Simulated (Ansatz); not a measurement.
## CsH: moving Cs off its site

CsH, Fm-3m, a = 6.376 Å (as given, not relaxed at this level: -1.3 GPa). Ansatz: LDA, PAW, 420 eV, Γ-centred 8×8×8 mesh on 2 atoms, Gaussian smearing 0.05 eV; no spin polarisation.

```
Cs H
1.0
     0.00000    3.18800    3.18800
     3.18800    0.00000    3.18800
     3.18800    3.18800    0.00000
Cs H
1 1
Cartesian
  0.0000 0.0000 0.0000
  3.1880 3.1880 3.1880
```

Atom 1 (Cs) moves by x along the unit vector (0.000, 0.000, 1.000), with its periodic images; all else is held. y is the free energy of the cell over the start, F the force along the path summed over the moved atoms. Symmetry makes y even in x.

| x (Å) | y (meV) | F (eV/Å) |
| --- | --- | --- |
| -0.200 | ? | ? |
| -0.100 | 2.29 | 0.05 |
| 0.000 | 0.00 | 0.00 |
| 0.025 | 0.14 | -0.01 |
| 0.050 | 0.57 | -0.02 |
| 0.075 | 1.28 | -0.03 |
| 0.125 | 3.61 | -0.06 |
| 0.150 | 5.25 | -0.07 |
| 0.175 | 7.23 | -0.09 |

Fit y = c2 x² + c4 x⁴ to the energies of the other rows, give the force constant, and predict energy and force of the missing row.

Least squares on the rows shown. y = 225.7 x² + 337.7 x⁴. The force constant is 2 c2 = 0.451 eV/Å² (for all images moving together, not for a lone atom). With two atoms in a cubic cell this is the optical mode at Γ without the LO field: ω = 521.5 √(2 c2/μ) = 350 cm⁻¹ for μ = 1.00 u. The force −dy/dx at the missing row is 0.10 eV/Å (computed 0.10). At x = -0.200 the fit asked for gives 9.57 meV. The run gave 9.56 meV, so the fit is 0.01 meV too high, a small miss on the scale of the series.